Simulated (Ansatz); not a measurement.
## Chalcopyrite alloy of ZnSiP2 and CdSiP2 (4 of 16 Zn sites exchanged), 64 atoms

These are results of Ansatz, DFT, PBEsol, PAW, plane waves, not measurements.

Command:

```sh
ansatz run in.yaml --threads 7 --pin off --max-ram 13300MiB --runs-dir r --events-out ev --progress --plain
```

The input less its lattice and atoms:

```yaml
crystal:
  symmetry: { detect: false }
kpoints:
  mp_grid: { grid: [1, 1, 1], shift: [0.25, 0.25, 0.25] }
hamiltonian:
  xc: pbesol
scf:
  occupations: { method: fermi_dirac, width: 0.01 }
relax:
  f_tol: 0.03
  max_steps: 80
  escape_saddle: false
  adjacent_minimum: "off"
  cell: { fix: [alpha, beta, gamma] }
output:
  forces: true
  eigenvalues: true
  populations: true
```

Start:

```
Zn Cd Si P
1.0
    10.85084   -0.00006   -0.00002
    -0.00006   10.85084   -0.00002
    -0.00002   -0.00002   10.45904
Zn Cd Si P
12 4 16 32
Cartesian
  0.0155 0.0091 10.4389
  0.0057 5.4142 10.4582
  5.4216 5.4220 10.4446
  10.8332 2.7093 2.6305
  5.4354 2.7101 2.6282
  2.7490 5.4597 7.8528
  8.1327 10.8427 7.8396
  8.1218 5.4214 7.8215
  2.7410 2.6931 5.1900
  2.7070 8.1282 5.2413
  8.2107 2.7036 5.2449
  8.1439 8.1377 5.2461
  5.4647 0.0120 0.0461
  10.8506 8.1286 2.6068
  5.4520 8.1460 2.5761
  2.6866 0.0136 7.8412
  0.0023 10.8453 5.2328
  0.0045 5.4059 5.2528
  5.4376 10.8322 5.2207
  5.4363 5.4609 5.1946
  2.6952 10.8431 2.6149
  2.7138 5.4379 2.5984
  8.1182 0.0353 2.6055
  8.1550 5.4296 2.6441
  2.6997 2.7120 0.0038
  2.6877 8.1132 0.0189
  8.1720 2.7045 10.4394
  8.1447 8.1393 10.4484
  0.0127 2.6888 7.7913
  10.8397 8.1236 7.8669
  5.3931 2.6916 7.8691
  5.4062 8.1095 7.8675
  1.4544 1.3606 1.2914
  1.4496 6.7941 1.2910
  6.8851 1.3625 1.2932
  6.8948 6.7649 1.2900
  1.2336 1.3449 6.5454
  1.2395 6.7768 6.5292
  6.6521 1.3844 6.5146
  6.6552 6.7886 6.5468
  3.9330 4.0499 1.3266
  3.9692 9.4946 1.2736
  9.3799 4.0872 1.2768
  9.3887 9.4952 1.2974
  4.0547 1.2536 3.8979
  4.0682 6.6678 3.9428
  9.4790 1.2336 3.9307
  9.4950 6.6617 3.9563
  1.3331 4.1923 3.9209
  1.3704 9.6379 3.9372
  6.7890 4.2072 3.8985
  6.7790 9.6112 3.8970
  1.3546 3.8969 9.1956
  1.3453 9.3620 9.1289
  6.7562 3.9014 9.1906
  6.7719 9.3617 9.1417
  4.1913 4.0777 6.5373
  4.2348 9.4816 6.4963
  9.6279 4.0666 6.5164
  9.6146 9.4843 6.4938
  4.0557 1.5041 9.1591
  4.0777 6.9171 9.1316
  9.5084 1.4678 9.1257
  9.5244 6.9216 9.1782
```

Steps:

| step | energy less the first (eV) | largest force component (eV/Å) | pressure (GPa) |
| --- | --- | --- | --- |
| start | 0.000 | 2.020 | 0.66 |
| 1 | -1.464 | 0.357 | -0.24 |
| 2 | -1.607 | 0.064 | -0.01 |
| 3 | -1.611 | 0.004 | 0.00 |

A structure on the way, about -1.46 eV from the start:

```xyz
64
Lattice="10.8459 -0.0001 0.0000 -0.0001 10.8760 0.0000 0.0000 0.0000 10.4835" Properties=species:S:1:pos:R:3 pbc="T T T"
Zn   10.8365    0.0325   10.4699
Zn   10.8404    5.4072   10.4661
Zn    5.4376    5.4175   10.4533
Zn    0.0036    2.7187    2.6284
Zn    5.4284    2.7320    2.6516
Zn    2.7341    5.4514    7.8544
Zn    8.1476    0.0046    7.8446
Zn    8.1219    5.4284    7.8422
Zn    2.7323    2.7227    5.2049
Zn    2.6920    8.1272    5.2800
Zn    8.1719    2.7209    5.2710
Zn    8.1425    8.1518    5.2880
Cd    5.4671    0.0226    0.0359
Cd   10.8404    8.1404    2.6173
Cd    5.4470    8.1409    2.6236
Cd    2.6759    0.0138    7.8459
Si   10.8261    0.0187    5.2463
Si   10.8450    5.4051    5.2609
Si    5.4570    0.0106    5.2564
Si    5.4265    5.4151    5.2375
Si    2.6845    0.0527    2.6466
Si    2.7175    5.3834    2.6211
Si    8.1575    0.0595    2.6408
Si    8.1311    5.3915    2.6317
Si    2.6809    2.7707   10.4781
Si    2.6869    8.1022   10.4588
Si    8.1750    2.7570   10.4606
Si    8.1643    8.1345   10.4314
Si   10.8272    2.7420    7.8462
Si   10.8168    8.1289    7.8594
Si    5.4349    2.7620    7.8477
Si    5.4357    8.1034    7.8431
P     1.4425    1.3804    1.2875
P     1.4979    6.7108    1.2568
P     6.9485    1.4493    1.3639
P     6.9432    6.7269    1.2353
P     1.1857    1.4385    6.4961
P     1.2383    6.7671    6.5592
P     6.6866    1.3824    6.5579
P     6.6867    6.7604    6.5392
P     3.9797    4.0665    1.3055
P     3.8416    9.5112    1.3023
P     9.4160    4.0772    1.3051
P     9.3314    9.5703    1.2462
P     4.0764    1.2757    3.9400
P     4.0015    6.6220    4.0037
P     9.4921    1.3005    3.9475
P     9.4186    6.6251    3.9995
P     1.3334    4.1641    3.9373
P     1.4069    9.6786    4.0044
P     6.7846    4.1638    3.9402
P     6.8523    9.6736    3.9801
P     1.3501    3.9885    9.1615
P     1.2754    9.3541    9.2035
P     6.7923    3.9748    9.1671
P     6.8293    9.3534    9.0871
P     4.1450    4.0802    6.5460
P     4.2381    9.4615    6.4887
P     9.5781    4.0860    6.5508
P     9.5916    9.5165    6.5341
P     4.0644    1.5956    9.1614
P     4.0843    6.8786    9.1431
P     9.4832    1.4684    9.1516
P     9.5063    6.8629    9.1545
```

End:

```xyz
64
Lattice="10.8414 -0.0001 0.0000 -0.0001 10.8448 0.0000 0.0000 0.0000 10.4762" Properties=species:S:1:pos:R:3 pbc="T T T"
Zn   10.8290    0.0305   10.4747
Zn   10.8217    5.4013   10.4564
Zn    5.4018    5.4090   10.4601
Zn    0.0088    2.7031    2.6249
Zn    5.4041    2.7212    2.6379
Zn    2.7122    5.4216    7.8507
Zn    8.1514    0.0021    7.8433
Zn    8.1301    5.4137    7.8530
Zn    2.7187    2.7282    5.2328
Zn    2.6918    8.1143    5.2550
Zn    8.1193    2.7118    5.2409
Zn    8.1327    8.1315    5.2754
Cd    5.4606   10.8367    0.0176
Cd    0.0170    8.1472    2.6300
Cd    5.4542    8.1288    2.6567
Cd    2.7114   10.8125    7.8592
Si   10.8302    0.0341    5.2491
Si   10.8361    5.4007    5.2394
Si    5.4519    0.0256    5.2374
Si    5.4228    5.3987    5.2296
Si    2.6903    0.0532    2.6252
Si    2.7127    5.3722    2.6190
Si    8.1623    0.0643    2.6171
Si    8.1383    5.3757    2.6082
Si    2.6915    2.7665   10.4728
Si    2.6801    8.0785   10.4583
Si    8.1652    2.7431   10.4709
Si    8.1604    8.0993   10.4332
Si   10.8197    2.7406    7.8496
Si   10.8208    8.1070    7.8406
Si    5.4471    2.7647    7.8534
Si    5.4509    8.0860    7.8166
P     1.4300    1.3813    1.2909
P     1.4856    6.6611    1.2487
P     6.9305    1.4661    1.3799
P     6.9301    6.6949    1.2335
P     1.2037    1.4315    6.4978
P     1.2564    6.7635    6.5395
P     6.6881    1.3644    6.5707
P     6.6999    6.7333    6.5247
P     3.9903    4.0537    1.3139
P     3.8199    9.4681    1.3109
P     9.4391    4.0550    1.3119
P     9.3233    9.5547    1.2337
P     4.0754    1.2801    3.9284
P     3.9846    6.6079    3.9883
P     9.5000    1.2934    3.9304
P     9.4084    6.6174    3.9853
P     1.3411    4.1318    3.9229
P     1.4235    9.6715    4.0188
P     6.7603    4.1319    3.9163
P     6.8817    9.6721    3.9916
P     1.3323    4.0016    9.1457
P     1.2552    9.3115    9.2295
P     6.7921    4.0026    9.1680
P     6.8404    9.3126    9.0753
P     4.1595    4.0701    6.5447
P     4.2363    9.4055    6.4619
P     9.5522    4.0712    6.5455
P     9.5822    9.4903    6.5422
P     4.0718    1.5899    9.1674
P     4.0722    6.8630    9.1455
P     9.4845    1.4520    9.1524
P     9.4940    6.8263    9.1424
```

Self-consistency was reached.

Time: 84 s of wall time on 7 threads of a Neoverse-V2 processor, on a host shared with other runs; peak host memory 2.3 GiB.

Problem. How much energy did the relaxation gain, and which atom moved most?

Solution. 1.61 eV in 3 steps, from a start with small random displacements; atom 52 (P) moved 0.15 Å, the median atom 0.06 Å (drift of the whole cell removed).
